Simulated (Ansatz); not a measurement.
NiSi₂ (fluorite type, space group Fm-3m)

```
CELL_PARAMETERS angstrom
      0.00000     2.69352     2.69352
      2.69352     0.00000     2.69352
      2.69352     2.69352     0.00000
ATOMIC_POSITIONS crystal
  Ni 0.00000 0.00000 0.00000
  Si 0.25000 0.25000 0.25000
  Si 0.75000 0.75000 0.75000
```

E(V) scan at fixed shape, V₀ the volume above. Symmetry pins the atoms to their sites.

Computed with r2SCAN (plane waves to 500 eV, PAW, scalar-relativistic; Ansatz, a program for electronic structure). k mesh 16×16×16 (Γ-centred), Fermi-Dirac smearing 0.05 eV. Compression counts positive. On this mesh the relaxed cell isn't quite at rest: it carries a pressure of -0.2 GPa (compression positive) at the zero of the scan. NiSi2 is run without spin polarisation. NiSi2 was relaxed with its symmetry unable to fall.

At one point of the scan the stress tensor (GPa) is:

```
   11.6      0.0      0.0
    0.0     11.6      0.0
    0.0      0.0     11.6
```

Q: Which point is it?
(A) V/V₀ = 0.985
(B) V/V₀ = 0.940
(C) V/V₀ = 0.955
(D) V/V₀ = 0.970

A: B, V/V₀ = 0.940

(A scan under strain: stresses follow from slopes of the energy per volume, elastic moduli from its curvatures.)
